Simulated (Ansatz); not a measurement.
IrPdN₂:
```cif
data_Ir3N6Pd3
_chemical_formula_sum 'Ir3 Pd3 N6'
_space_group_name_H-M_alt 'R-3m :H'
_space_group_IT_number 166
_space_group_name_Hall '-R 3 2"'
_cell_length_a 3.00926
_cell_length_b 3.00926
_cell_length_c 18.08835
_cell_angle_alpha 90.000
_cell_angle_beta 90.000
_cell_angle_gamma 120.000
loop_
_atom_site_label
_atom_site_type_symbol
_atom_site_symmetry_multiplicity
_atom_site_Wyckoff_symbol
_atom_site_fract_x
_atom_site_fract_y
_atom_site_fract_z
_atom_site_occupancy
Ir1 Ir 3 b 0.00000 0.00000 0.50000 1
Pd1 Pd 3 a 0.00000 0.00000 0.00000 1
N1 N 6 c 0.00000 0.00000 0.10867 1
```
(The calculation used a cell of 4 atoms; values per cell refer to that cell.)

Relaxed with PBEsol.

Question: Which orbitals make up the states near the Fermi level in PBEsol in the plane-wave PAW code Ansatz?

Answer: Within 0.5 eV of the Fermi level: Ir 5d 41 %, N 2p 37 %, Pd 4d 14 %, outside the projected shells 5 %. Projections are on Löwdin-orthogonalised atomic valence shells; empty p or d shells of many metals are not among them.

Question: Tabulate the density of states.

Answer: States/eV per cell of 4 atoms, in 0.25 eV bins, energy from the Fermi level.

| E (eV) | total | N 2p | Pd 4d | Ir 5d |
|---|---|---|---|---|
| -7.85 | 2.00 | 1.04 | 0.17 | 0.66 |
| -7.60 | 2.11 | 1.11 | 0.17 | 0.72 |
| -7.35 | 1.73 | 0.89 | 0.12 | 0.63 |
| -7.10 | 2.72 | 1.36 | 0.21 | 1.03 |
| -6.85 | 3.94 | 2.00 | 0.43 | 1.36 |
| -6.60 | 4.27 | 2.12 | 0.47 | 1.56 |
| -6.35 | 3.82 | 1.85 | 0.41 | 1.47 |
| -6.10 | 0.79 | 0.42 | 0.09 | 0.24 |
| -5.85 | 1.17 | 0.67 | 0.10 | 0.30 |
| -5.60 | 2.06 | 1.17 | 0.18 | 0.52 |
| -5.35 | 2.01 | 1.14 | 0.19 | 0.53 |
| -5.10 | 1.49 | 0.87 | 0.15 | 0.36 |
| -4.85 | 2.09 | 1.06 | 0.40 | 0.50 |
| -4.60 | 3.17 | 1.28 | 1.01 | 0.63 |
| -4.35 | 2.17 | 0.88 | 0.77 | 0.43 |
| -4.10 | 3.36 | 1.37 | 1.23 | 0.59 |
| -3.85 | 2.75 | 1.14 | 0.93 | 0.55 |
| -3.60 | 2.92 | 0.92 | 1.36 | 0.53 |
| -3.35 | 2.51 | 0.64 | 1.43 | 0.35 |
| -3.10 | 2.74 | 0.65 | 1.73 | 0.27 |
| -2.85 | 2.86 | 0.47 | 2.06 | 0.27 |
| -2.60 | 3.22 | 0.46 | 2.14 | 0.52 |
| -2.35 | 3.83 | 0.51 | 2.35 | 0.82 |
| -2.10 | 5.95 | 0.51 | 3.94 | 1.30 |
| -1.85 | 5.80 | 0.49 | 3.92 | 1.22 |
| -1.60 | 3.98 | 0.54 | 2.33 | 0.98 |
| -1.35 | 4.83 | 1.19 | 2.49 | 0.98 |
| -1.10 | 4.91 | 1.35 | 2.00 | 1.32 |
| -0.85 | 3.56 | 0.55 | 1.40 | 1.37 |
| -0.60 | 3.03 | 0.61 | 0.55 | 1.65 |
| -0.35 | 2.74 | 0.77 | 0.43 | 1.33 |
| -0.10 | 2.97 | 1.10 | 0.34 | 1.30 |
| 0.15 | 2.92 | 1.17 | 0.41 | 1.12 |
| 0.40 | 3.05 | 1.31 | 0.48 | 1.03 |
| 0.65 | 2.25 | 0.99 | 0.36 | 0.72 |
| 0.90 | 0.93 | 0.33 | 0.27 | 0.18 |
| 1.15 | 0.87 | 0.24 | 0.38 | 0.08 |
| 1.40 | 1.08 | 0.32 | 0.44 | 0.13 |
| 1.65 | 0.61 | 0.21 | 0.22 | 0.10 |
| 1.90 | 0.00 | 0.00 | 0.00 | 0.00 |
| 2.15 | 0.00 | 0.00 | 0.00 | 0.00 |
| 2.40 | 0.00 | 0.00 | 0.00 | 0.00 |
| 2.65 | 0.01 | 0.00 | 0.00 | 0.00 |
| 2.90 | 0.34 | 0.05 | 0.03 | 0.13 |
| 3.15 | 0.75 | 0.14 | 0.05 | 0.27 |
| 3.40 | 1.59 | 0.35 | 0.08 | 0.48 |
| 3.65 | 1.81 | 0.44 | 0.08 | 0.52 |
| 3.90 | 1.83 | 0.57 | 0.07 | 0.60 |
| 4.15 | 1.86 | 0.72 | 0.05 | 0.69 |
| 4.40 | 2.67 | 1.15 | 0.05 | 1.07 |
| 4.65 | 3.32 | 1.52 | 0.06 | 1.34 |
| 4.90 | 2.15 | 0.97 | 0.06 | 0.80 |

The start of the workflow was typed in or built on a structure type; neither database checked (COD, Materials Project) lists it. Its standing as an ambient phase is unchecked. The cell was relaxed with PBEsol under the symmetry of its start; whether a distortion lowers the energy is not shown. The workflow began spin-polarised and lost its moments. Its formation energy is positive at this level, so the cell may be metastable or incomplete. Spin–orbit coupling is left out wherever it is not named.

Potentials: the earlier of the program's two PAW sets. The files were generated under PBE; for other functionals the program regenerates the frozen cores, and for LDA and PBEsol the local potential too.
